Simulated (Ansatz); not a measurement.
La₂In₈Ir, a database entry at a rescaled volume

```
Ir La In
1.0
     4.77416    0.00000    0.00000
     0.00000    4.77416    0.00000
     0.00000    0.00000   12.49031
Ir La In
1 2 8
Direct
  0.00000 0.00000 0.50000
  0.00000 0.00000 0.80526
  0.00000 0.00000 0.19474
  0.50000 0.00000 0.00000
  0.00000 0.50000 0.00000
  0.00000 0.50000 0.61836
  0.50000 0.00000 0.61836
  0.00000 0.50000 0.38164
  0.50000 0.00000 0.38164
  0.50000 0.50000 0.80366
  0.50000 0.50000 0.19634
```

Method: r2SCAN, no spin polarisation; PAW, plane waves to 500 eV, 7×7×3 Γ-centred mesh, fermi-dirac occupations (width 0.1 eV) (Ansatz 0.2.0), atoms fixed.

(1) Which atom feels the largest force, and which way?

(2) Is the cell too large or too small?

(3) Give the Bader charges.

(4) What happens at the Fermi level?

(5) What do density and ELF say about some of the short contacts?

Origin: a database entry at a rescaled volume. Caveats: f levels without a U or exact exchange are poorly placed.

## Answers

(1) The largest is on In6 (and as large on other atoms): 0.12 eV/Å, components (0.00, 0.00, -0.12). It makes 58° with the line to a nearest neighbour, Ir1 at 2.81 Å.

(2) The pressure is -1.7 GPa (compression positive), so with the atoms held at these fractions the cell would first shrink.

(3) Bader charges in e: La +1.26, In -0.45 to +0.13, Ir -1.35. In the mean La gives up most and Ir takes most.

(4) It is a metal, with about 4.1 states/eV a cell as the mean within 0.25 eV of the Fermi level, mostly In p (47 %) and La d (23 %).

(5) Ir–In at 2.81 Å: least valence density 0.33 e/Å³ and ELF 0.35 there. In–In at 2.96 Å: least valence density 0.22 e/Å³ and ELF 0.32 there. La–In at 3.34 Å: least valence density 0.13 e/Å³ and ELF 0.14 there. These are pseudo-fields; inside the PAW spheres they differ from the all-electron ones.
